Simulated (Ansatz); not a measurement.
The relaxed structure here is a generated cell of ZnSiP2: the first start was made by placing the elements on the sites of a structure type, and the end was not matched to a known phase here, so it may be hypothetical.

The end point of a relaxation of ZnSiP$_{2}$. Space group P1 (No. 1). All values below come from PBE (plane waves to 420 eV, PAW, scalar-relativistic; Ansatz, a program for electronic structure).

```cif
data_P4Si2Zn2
_chemical_formula_sum 'Zn2 P4 Si2'
_space_group_name_H-M_alt 'P1'
_space_group_IT_number 1
_space_group_name_Hall 'P 1'
_cell_length_a 5.18826
_cell_length_b 5.80525
_cell_length_c 6.18667
_cell_angle_alpha 110.699
_cell_angle_beta 100.017
_cell_angle_gamma 106.296
loop_
_space_group_symop_operation_xyz
  'x, y, z'
loop_
_atom_site_label
_atom_site_type_symbol
_atom_site_symmetry_multiplicity
_atom_site_Wyckoff_symbol
_atom_site_fract_x
_atom_site_fract_y
_atom_site_fract_z
_atom_site_occupancy
Zn1 Zn 1 a 0.81967 0.37663 0.13501 1
P1 P 1 a 0.01984 0.03605 0.97010 1
Si1 Si 1 a 0.24135 0.53782 0.78491 1
Si2 Si 1 a 0.49385 0.99115 0.49188 1
P2 P 1 a 0.13964 0.77847 0.13040 1
Zn2 Zn 1 a 0.62351 0.70639 0.64273 1
P3 P 1 a 0.36147 0.20592 0.83625 1
P4 P 1 a 0.80067 0.36757 0.50872 1
```

| Property | Result |
|---|---|
| Volume per atom | 19.92 Å³ |
| Band gap | 0.75 eV, indirect (valence top at k = (0.4286, 0.2857, -0.3333), conduction bottom at Z) (no spin-orbit coupling) |
| Smallest direct gap | 0.91 eV at k = (0.2857, 0.2857, -0.3333) |
| Shortest distances | P–P 2.22 Å; P–Si 2.27 Å; P–Zn 2.35 Å; Si–Zn 2.36 Å |
| k-mesh | 7×7×6 |

Band energies at high-symmetry points (eV from the VBM; labels of this space group; no spin-orbit coupling), from −5 eV up to 3.8 eV:

```
point                                                                                  energies
-----  ----------------------------------------------------------------------------------------
Γ                 -4.47 -4.23 -3.97 -3.49 -1.69 -1.57 -1.03 -0.42 1.49 1.71 1.89 2.60 2.85 3.74
X                -4.92 -4.82 -4.04 -3.44 -2.76 -2.55 -1.87 -1.39 -0.31 1.96 2.21 2.47 2.93 3.30
Y           -4.81 -4.22 -4.00 -3.35 -2.81 -2.53 -1.90 -1.54 -1.21 1.34 1.59 1.91 2.12 3.10 3.29
Z      -4.74 -4.06 -3.62 -2.96 -2.65 -2.48 -1.63 -1.48 -0.60 0.75 1.17 1.49 1.95 2.53 3.07 3.72
R2     -4.86 -4.28 -3.58 -3.19 -2.44 -1.99 -0.99 -0.59 -0.14 1.45 1.49 2.54 2.74 3.11 3.38 3.52
T2     -4.70 -3.78 -3.72 -3.31 -2.73 -2.45 -2.05 -1.16 -0.57 1.16 1.79 1.97 2.24 2.51 3.27 3.71
U2          -4.92 -4.19 -3.75 -3.20 -2.70 -1.78 -1.57 -1.52 -0.28 1.50 1.72 2.47 3.26 3.41 3.68
V2     -4.50 -4.41 -3.64 -3.31 -2.80 -2.37 -1.60 -1.11 -0.37 1.25 2.07 2.58 2.64 3.10 3.36 3.63
```

No spin polarisation in the result.

It was reached from a disturbed copy of a I-42d (No. 122) cell (chalcopyrite type), against which it lies +0.230 eV/atom.
